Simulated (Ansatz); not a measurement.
ZnO:
```xyz
4
Lattice="3.2350 0.0000 0.0000 -1.6175 2.8016 0.0000 0.0000 0.0000 5.2114" Properties=species:S:1:pos:R:3 pbc="T T T"
Zn     1.6175     0.9339     2.6074
Zn     0.0000     1.8677     0.0017
O      1.6175     0.9339     4.5860
O      0.0000     1.8677     1.9803
```

x, y and z are the axes in which the lattice vectors are written.

### Question
Give the proper piezoelectric stress tensor with relaxed ions from the program Ansatz at the r²SCAN level (PAW).

### Answer
In C/m², rows x, y, z, Voigt columns; mesh uncertainty up to 0.00.
```
 0.00   0.00   0.00   0.00  -0.50   0.00
 0.00   0.00   0.00  -0.50   0.00   0.00
-0.65  -0.65   1.28   0.00   0.00   0.00
```

The elastic tensor of the same run (GPa):

```json
[
 {"": "1", "1": "209", "2": "128", "3": "113", "4": "0.0", "5": "0.0", "6": "0.0"},
 {"": "2", "1": "128", "2": "209", "3": "113", "4": "0.0", "5": "0.0", "6": "0.0"},
 {"": "3", "1": "113", "2": "113", "3": "220", "4": "0.0", "5": "0.0", "6": "0.0"},
 {"": "4", "1": "0.0", "2": "0.0", "3": "0.0", "4": "37.9", "5": "0.0", "6": "0.0"},
 {"": "5", "1": "0.0", "2": "0.0", "3": "0.0", "4": "0.0", "5": "37.9", "6": "0.0"},
 {"": "6", "1": "0.0", "2": "0.0", "3": "0.0", "4": "0.0", "5": "0.0", "6": "40.4"}
]
```

### Question
Convert to strain constants d = e·S.

### Answer
In pC/N:
```
  0.0    0.0    0.0    0.0  -13.2    0.0
  0.0    0.0    0.0  -13.2    0.0    0.0
 -5.9   -5.9   11.8    0.0    0.0    0.0
```

Space group P6_3mc (wurtzite). The cell was relaxed with r²SCAN under the symmetry of its start; of distortions, only those at the zone centre were tested.

Potentials: the earlier of the program's two PAW sets.
